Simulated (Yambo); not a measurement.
Yambo run on CsHgF$_{3}$ (cubic perovskite, space group Pm-3m, No. 221). The wavefunctions are LDA (pw.x of Quantum ESPRESSO, ONCV potentials, without SOC) ones on a 4×4×4 mesh (25 occupied bands); a = b = c = 4.595 Å, α = β = γ = 90.00°.

Yambo input:

```
rim_cut
gw0
dyson
el_el_corr
HF_and_locXC
ppa
em1d
RandQpts= 1000000
RandGvec= 1 Ry
EXXRLvcs= 84 Ry
VXCRLvcs= 336 Ry
Chimod= "HARTREE"
% BndsRnXp
 5 | 60 |
%
NGsBlkXp= 3 Ry
% LongDrXp
 1.0 | 1.0 | 1.0 |
%
PPAPntXp= 27.2114 eV
% GbndRnge
 1 | 60 |
%
GTermKind= "none"
DysSolver= "n"
ExtendOut
% QPkrange
 1 | 1 | 25 | 26 |
 10 | 10 | 25 | 25 |
%
```

k points by index: 1 = Γ, 10 = R.

Table of the .qp output:

```
#    K-point    Band    Eo [eV]    E [eV]    E-Eo [eV]    Vxc [eV]    Vnlxc [eV]    Sc|Eo [eV]    Sc|E [eV]    dSc/dw|Eo [eV]    Re(Z)    Im(Z)
#
    1    25    -2.035851    -3.465347    -1.429495    -21.42105    -29.02056    5.703244    6.170020    -8.883507    0.753879    -0.002104
    1    26    0.448256    2.129232    1.680976    -13.67740    -9.269964    -2.416640    -2.726459    -5.014990    0.844381    -0.001197
    10    25    0.000000    -0.894483    -0.894483    -24.65114    -30.31946    4.535760    4.773842    -7.241274    0.789816    -0.001638
```
(The two width columns are left out.) Convergence of these settings isn't established.

Geometry of the Materials Project entry, not relaxed at this level.
